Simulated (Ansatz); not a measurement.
Put MgZr2N in R-3m (No. 166): Mg on 3b; Zr on 6c; N on 3a.

Computed with DFT PBE, scalar-relativistic, plane waves, PAW in Ansatz. Cutoff 420 eV, Γ-centred mesh, Gaussian smearing, no spin polarisation.

The zero of energy is the elements' standard structures at the same level (N₂ as a molecule); no fitted shifts are applied.

Question: Which cell and coordinates does it relax to?

Answer:

Space group R-3m:H (No. 166). a = 5.389 Å, b = 5.389 Å, c = 10.468 Å, α = 90.00°, β = 90.00°, γ = 120.00°
| atom | site | symmetry | x | y | z |
| --- | --- | --- | --- | --- | --- |
| Mg | 3b | -3m | 0.3333 | 0.6667 | 0.1667 |
| Zr | 6c | 3m | 0.3333 | 0.6667 | 0.4804 |
| N | 3a | -3m | 0.0000 | 0.0000 | 0.0000 |

Around Mg lie 8 Zr at 3.12–3.28 Å and 6 N at 3.57 Å; Zr has 1 N at 1.95 Å, 4 Mg at 3.12–3.28 Å and 3 Zr at 3.14 Å; N has 2 Zr at 1.95 Å, 6 Zr at 3.47 Å and 6 Mg at 3.57 Å. Another local minimum with the same sites may exist.

Question: Where does its energy lie, and is it a metal?

Answer: The energy over the elements is +0.24 eV/atom and the gap on the 12×12×12 mesh of the 4-atom cell is 0 eV (a metal). It can't be a ground state, since the elements alone are lower.

The last run used Gaussian smearing of 0.10 eV. A structure relaxed within its symmetry needn't be a true minimum. Another cell of MgZr2N relaxed alike, in P-3m1, lies 1.09 eV/atom lower, so this cell isn't the stable form at this level.
